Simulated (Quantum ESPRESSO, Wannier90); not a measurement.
# Li$_{2}$S (anti-fluorite): Wannier90 run

```
begin unit_cell_cart
ang
    0.0000000000    2.8351700000    2.8351700000
    2.8351700000    0.0000000000    2.8351700000
    2.8351700000    2.8351700000    0.0000000000
end unit_cell_cart
begin atoms_frac
Li  -0.2500000000 -0.2500000000 -0.2500000000
Li   0.2500000000  0.2500000000  0.2500000000
S    0.0000000000  0.0000000000  0.0000000000
end atoms_frac
```

Materials Project entry mp-1153; symmetrised, unrelaxed at this level. COD (Crystallography Open Database) has an entry of this formula and space group (matched by these alone). Method: PBEsol plane waves in Quantum ESPRESSO 7.5 (PseudoDojo norm-conserving files, 60 Ry, no spin polarisation, no spin-orbit coupling), Bloch states on a 10×10×10 mesh through Γ, Wannier90 4.0.1. Density: 10×10×10 mesh, cold smearing 0.01 Ry.

A tight-binding model is made by disentanglement and projection with no localisation steps (num_iter = 0), so the 12 orbitals stay atom-like: hydrogen-like Li: s;p; S: s;p, axes along x, y, z; frozen window up to 4.71 eV relative to the valence-band maximum. It follows pw.x to 7.3 meV rms for states up to 4.2 eV relative to the valence-band maximum. Matrix elements depend on this choice of orbitals and windows.

Problem. Which pairs of orbitals on different sites are coupled most strongly? Give distance, modulus and how many such pairs a cell has.

Solution. 
```
orbital  orbital  distance of the centres (Å)  modulus (eV)  pairs
-------  -------  ---------------------------  ------------  -----
Li py      Li py                         2.83          2.19      2
Li pz      Li pz                         2.83          2.19      2
Li px      Li px                         2.84          2.19      2
Li py       Li s                         2.84          1.42      4
Li pz       Li s                         2.84          1.42      4
Li px       Li s                         2.84          1.42      4
Li s        S pz                         2.46          1.03      8
Li s        S px                         2.46          1.03      8
Li s        S py                         2.46          1.03      8
Li px        S s                         2.46          1.01      8
Li py        S s                         2.46          1.01      8
Li pz        S s                         2.46          1.01      8
Li px       S py                         2.46          0.99      8
Li py       S px                         2.46          0.99      8
Li px       S pz                         2.46          0.99      8
Li pz       S px                         2.46          0.99      8
Li pz       S py                         2.46          0.99      8
Li py       S pz                         2.46          0.99      8
Li s        Li s                         2.84          0.92      6
Li s         S s                         2.46          0.88      8
Li px      Li px                         2.83          0.73      4
Li py      Li py                         2.84          0.73      4
Li pz      Li pz                         2.83          0.73      4
Li py      Li pz                         2.84          0.54      4
Li px      Li py                         2.84          0.54      4
Li px      Li pz                         2.83          0.54      4
Li py       S py                         2.46          0.51      8
Li pz       S pz                         2.46          0.51      8
Li px       S px                         2.46          0.51      8
Li s        Li s                         4.91          0.49      4
```
